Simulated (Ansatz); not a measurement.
Relaxed-ion elastic tensor of CsSnI₃ in space group Pnma (No. 62; Pearson symbol oP20) in GPa (Voigt order), DFT-PBEsol in the program Ansatz with PAW potentials; density 4.92 g/cm³, 42.67 Å³ per atom.

```
17.3  11.0   9.9   0.0   0.0   0.0
11.0  23.1   8.8   0.0   0.0   0.0
 9.9   8.8  22.3   0.0   0.0   0.0
 0.0   0.0   0.0   7.5   0.0   0.0
 0.0   0.0   0.0   0.0   6.4   0.0
 0.0   0.0   0.0   0.0   0.0  10.0
```

Problem. Is the crystal mechanically stable?

Solution. Yes: the smallest eigenvalue of C is 6.4 GPa.

Problem. Work out the Voigt, Reuss and Hill averages.

Solution. K_V = 13.6, K_R = 13.4, K_H = 13.5; G_V = 7.0, G_R = 6.4, G_H = 6.7 GPa.

Problem. Give Young's modulus, Poisson's ratio, Pugh's ratio and the universal anisotropy index.

Solution. E = 9KG/(3K + G) = 17.2 GPa; ν = 0.29; K/G = 2.02 (ductile by the Pugh limit of 1.75); A_U = 5G_V/G_R + K_V/K_R − 6 = 0.48.

Problem. Estimate the sound speeds and the Debye temperature.

Solution. v_l = √((K + 4G/3)/ρ) = 2140 m/s, v_t = √(G/ρ) = 1170 m/s, mean 1300 m/s; Θ = (h/k)(3n/4πV)^(1/3) v_m = 111 K.

Problem. Solve the Christoffel equation for the three sound speeds along x, y, z.

Solution. Eigenvalues of C_ijkl n_j n_l equal ρv². In km/s, slowest first: x 1.14, 1.43, 1.88; y 1.24, 1.43, 2.17; z 1.14, 1.24, 2.13.

Problem. How much does each axis shrink under pressure?

Solution. Linear compressibilities β_i = Σ_j S_ij (j = 1 to 3): x 32, y 19, z 23 per TPa.

The PBEsol relaxation kept the symmetry of its start. Spin–orbit coupling is left out wherever it is not named.

Potentials: the later of the program's two PAW sets.
